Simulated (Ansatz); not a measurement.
MgS (rock salt), relaxed and computed with several functionals in Ansatz (plane waves, PAW).

| functional | a (Å) | gap (eV) | B₀ by P(V) fit (GPa) |
|---|---|---|---|
| r²SCAN | 5.203 | 3.46 | 79.8 |
| HSE06 | 5.194 | 3.81 | 80.0 |
| PBE | 5.230 | 2.76 | 73.9 |

All cells were relaxed under the symmetry of their starts (and spin orders); stability against distortions was not tested throughout.

Potentials: the later of the program's two PAW sets.

Ansatz (an electronic-structure program) is a plane-wave DFT program.
